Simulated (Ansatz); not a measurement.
How much do the gradients of Bi₂Te₂Pb₅S₆ depend on the method?

Cell: a COD entry (perhaps calculated rather than measured) whose atoms were relaxed with PBE, the cell held.

Space group P-3m1 (No. 164); a = 4.2428, c = 27.3112 Å, γ = 120.00°.

```csv
site,Wyckoff,site symmetry,x,y,z
Bi,2c,3m.,0.0000,0.0000,0.1219
Te,2d,3m.,0.3333,0.6667,0.9441
Pb5,2d,3m.,0.3333,0.6667,0.7513
Pb7,2d,3m.,0.3333,0.6667,0.3744
Pb9,1b,-3m.,0.0000,0.0000,0.5000
S10,2d,3m.,0.3333,0.6667,0.1863
S12,2c,3m.,0.0000,0.0000,0.3117
S14,2d,3m.,0.3333,0.6667,0.5628
```

One atom of each set is listed.

First run. Level of theory: DFT, PBE, plane waves and PAW, scalar-relativistic, 420 eV cutoff, Γ-centred 8×8×1 k-points, Fermi–Dirac smearing 0.02 eV (Ansatz 0.2.0).

```
site  V_zz (10²¹ V/m²)     η
  Bi             -0.54  0.00
  Te              1.63  0.00
 Pb5              0.34  0.00
 Pb7              0.23  0.00
 Pb9              0.22  0.00
 S10              0.31  0.00
 S12             -0.15  0.00
 S14             -0.17  0.00
```

Second run. The same atoms and settings, except that the functional is r2SCAN and the cutoff is 500 eV.

Task: Given the first result, estimate the second.

Result: 

| site | V_zz | η | change of V_zz |
| --- | --- | --- | --- |
| Bi | -0.40 | 0.00 | +0.14 |
| Te | 0.98 | 0.00 | -0.65 |
| Pb5 | 0.35 | 0.00 | +0.01 |
| Pb7 | 0.25 | 0.00 | +0.02 |
| Pb9 | 0.23 | 0.00 | +0.01 |
| S10 | 0.23 | 0.00 | -0.08 |
| S12 | -0.17 | 0.00 | -0.02 |
| S14 | -0.18 | 0.00 | -0.01 |

The largest change of V_zz is on Te, from 1.63 to 0.98. In per cent, |V_zz| changes by -26 on Bi, -40 on Te (all sites that start above 0.5).

Spin–orbit coupling is left out, which shifts gradients on Bi and Pb by a few per cent in wide-gap crystals, and can shift them far more where the calculated gap is small or absent, as here.
For the first run: With a gap of 0.8 eV on this mesh, small gradients can still move by 0.1 × 10²¹ V/m² or more as the k-mesh gets denser.
For the second run: With a gap of 1.0 eV on this mesh, small gradients can still move by 0.1 × 10²¹ V/m² or more as the k-mesh gets denser.
